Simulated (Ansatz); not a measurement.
A geometry of BeAu away from equilibrium: the start of the relaxation of a generated cell, BeAu built in the AFLOW prototype AB_oI4_44_a_b (as in GaAs). These are PBE (plane waves to 420 eV, PAW, scalar-relativistic; Ansatz, an electronic-structure program) values and carry that method's errors. Γ-centred k-mesh 15×15×15 on the run's cell (coarser than for final values), Fermi–Dirac smearing 0.05 eV.

```xyz
2
Lattice="-2.2499 2.3110 1.2377 2.2499 -2.3110 1.2377 2.2499 2.3110 -1.2377" Properties=species:S:1:pos:R:3:forces:R:3 pbc="T T T" free_energy=-13241.441 pressure_GPa=20.5
Au     0.0000     0.0000     0.0000    0.0000    0.0000   -0.1064
Be     0.0000     2.3110     0.1857    0.0000    0.0000    0.1064
```

Positions in Å, forces in eV/Å, free energy of the cell in eV (comparable only within this code, potentials and settings). Largest force: 0.11 eV/Å, on Au1, Be2 (atoms numbered as listed); the geometry lies 0.24 eV/atom above the end of its relaxation.

No spin polarisation in the result.

The run could not lower the symmetry of its start; a shaken copy of this end point relaxes with PBE to Cmcm (No. 63), 0.20 eV/atom lower.

The end of the path is a generated cell of BeAu: the first start was made by placing the elements on the sites of a structure type, and the end was not matched to a known phase here, so it may be hypothetical.
